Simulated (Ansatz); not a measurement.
YSi in space group Cmcm (No. 63; Y on 4c, Si on 4c) at seven volumes, r²SCAN in the plane-wave PAW code Ansatz, shape and atoms relaxed at each. One row is withheld.

| V (Å³/atom) | P (GPa) |
|---|---|
| 19.776 | 10.63 |
| 20.428 | 6.53 |
| 21.080 | ? |
| 21.732 | 0.00 |
| 22.383 | -2.59 |
| 23.035 | -4.81 |
| 23.687 | -6.71 |

Question: Fit the shown pressures and predict the withheld one.

Answer: P = (3/2)B₀(x^(7/2) − x^(5/2))[1 + (3/4)(B′ − 4)(x − 1)] with x = (V₀/V)^(2/3). Least squares on the six rows gives V₀ = 21.731 Å³/atom, B₀ = 92.9 GPa, B′ = 4.10. At V = 21.080, x = 1.0205 and P = 3.01 GPa. The run itself gave 3.02 GPa.

The first step of the workflow began from a Materials Project structure, measured or hypothetical; the Crystallography Open Database copy checked does not list it. Whether it is the stable phase at ambient conditions was not checked. The cell was relaxed with r²SCAN under the symmetry of its start; its stability against distortions is not shown here. The run is not spin-polarised.

Potentials: the later of the program's two PAW sets.
